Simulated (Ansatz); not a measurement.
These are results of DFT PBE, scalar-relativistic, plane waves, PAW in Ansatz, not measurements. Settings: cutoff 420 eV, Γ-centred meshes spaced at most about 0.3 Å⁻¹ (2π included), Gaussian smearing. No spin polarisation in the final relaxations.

All energies are static (0 K, no zero-point motion).

Compare these two cells of ZnCd2S3, each relaxed at this level.

A.

```
CELL_PARAMETERS angstrom
-2.02773 2.02773 8.73205
2.02773 -2.02773 8.73205
2.02773 2.02773 -8.73205
ATOMIC_POSITIONS crystal
Zn 0.00000 0.00000 0.00000
Cd 0.66143 0.66143 0.00000
Cd 0.33857 0.33857 0.00000
S 0.75000 0.25000 0.50000
S 0.42749 0.92749 0.50000
S 0.07251 0.57251 0.50000
```

B.

```
CELL_PARAMETERS angstrom
4.06797 0.00000 0.00000
-2.03399 3.52297 0.00000
0.00000 0.00000 20.10306
ATOMIC_POSITIONS crystal
Zn 0.66667 0.33333 0.33325
Zn 0.33333 0.66667 0.83325
Cd 0.00000 0.00000 0.99712
Cd 0.00000 0.00000 0.49712
Cd 0.33333 0.66667 0.17163
Cd 0.66667 0.33333 0.67163
S 0.00000 0.00000 0.12397
S 0.00000 0.00000 0.62397
S 0.33333 0.66667 0.29898
S 0.66667 0.33333 0.79898
S 0.66667 0.33333 0.45005
S 0.33333 0.66667 0.95005
```

**Question.** Which form is favoured at zero pressure, and by what margin per atom?

**Answer.** A is lower, by 12 meV/atom. A has Zn and Cd ordered on zinc blende sites, space group I-4m2 (No. 119), 23.9 Å³/atom and a gap of 1.23 eV on its mesh; B has space group P6_3mc (No. 186), 24.0 Å³/atom and a gap of 1.18 eV. Counting S atoms around Cd and Zn (those within 1.25 times the shortest such distance or 1.15 times the sum of covalent radii), A and B both have Zn 4, Cd 4. Both come from invented guesses.

Kohn–Sham gaps at this level usually fall short of measured ones. Cells relaxed within their symmetry can be saddle points.
